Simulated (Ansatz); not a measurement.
All numbers below come from Ansatz 0.2.0, DFT PBE, scalar-relativistic, plane waves, PAW. All cells share a 420 eV cutoff and Γ-centred k meshes spaced at most about 0.3 Å⁻¹ (2π included). No spin polarisation in the final relaxations.

All energies are static (0 K, no zero-point motion).

Two relaxed structures of AlGa5N6:

A.

```cif
data_structure
_symmetry_space_group_name_H-M 'P-3m1'
_symmetry_Int_Tables_number 164
_cell_length_a 2.9949
_cell_length_b 2.9949
_cell_length_c 14.6813
_cell_angle_alpha 90.000
_cell_angle_beta 90.000
_cell_angle_gamma 120.000
_cell_volume 114.04
loop_
_atom_site_label
_atom_site_type_symbol
_atom_site_symmetry_multiplicity
_atom_site_Wyckoff_symbol
_atom_site_fract_x
_atom_site_fract_y
_atom_site_fract_z
_atom_site_occupancy
Al1 Al 1 b 0.00000 0.00000 0.50000 1
Ga1 Ga 2 d 0.66667 0.33333 0.66349 1
Ga2 Ga 2 d 0.33333 0.66667 0.83178 1
Ga3 Ga 1 a 0.00000 0.00000 0.00000 1
N1 N 2 c 0.00000 0.00000 0.74754 1
N2 N 2 d 0.66667 0.33333 0.91587 1
N3 N 2 d 0.66667 0.33333 0.42200 1
```

B.

```cif
data_structure
_symmetry_space_group_name_H-M 'P4/mmm'
_symmetry_Int_Tables_number 123
_cell_length_a 2.9954
_cell_length_b 2.9954
_cell_length_c 12.7253
_cell_angle_alpha 90.000
_cell_angle_beta 90.000
_cell_angle_gamma 90.000
_cell_volume 114.18
loop_
_atom_site_label
_atom_site_type_symbol
_atom_site_symmetry_multiplicity
_atom_site_Wyckoff_symbol
_atom_site_fract_x
_atom_site_fract_y
_atom_site_fract_z
_atom_site_occupancy
Al1 Al 1 a 0.00000 0.00000 0.00000 1
Ga1 Ga 2 g 0.00000 0.00000 0.66924 1
Ga2 Ga 1 d 0.50000 0.50000 0.50000 1
Ga3 Ga 2 h 0.50000 0.50000 0.16342 1
N1 N 1 b 0.00000 0.00000 0.50000 1
N2 N 2 h 0.50000 0.50000 0.33120 1
N3 N 2 g 0.00000 0.00000 0.16135 1
N4 N 1 c 0.50000 0.50000 0.00000 1
```

**Question.** Which arrangement of the elements on these sites is preferred, and by what margin?

**Answer.** A is lower, by 3 meV/atom. The two share one framework of sites and differ in which element sits where. A has Al and Ga ordered on rock salt sites, space group P-3m1 (No. 164), 9.5 Å³/atom and a gap of 0.85 eV on its mesh; B has Al and Ga ordered on rock salt sites, space group P4/mmm (No. 123), 9.5 Å³/atom and a gap of 0.51 eV. Counting N atoms around Al and Ga (those within 1.25 times the shortest such distance or 1.15 times the sum of covalent radii), A and B both have Al 6, Ga 6. In A, Al has 6 N at 2.07 Å; Ga on a site of symmetry 3m has 6 N at 2.12–2.14 Å; N on its first site is surrounded by 6 Ga at 2.12–2.13 Å; 4 more sites not described. In B, Al is surrounded by 6 N at 2.05–2.12 Å; Ga on a site of symmetry 4mm is surrounded by 6 N at 2.12–2.16 Å; around N on a site of symmetry 4/mmm lie 6 Ga at 2.12–2.15 Å; 5 more sites not described. Both come from invented guesses.

Kohn–Sham gaps at this level usually fall short of measured ones. Cells relaxed within their symmetry can be saddle points.
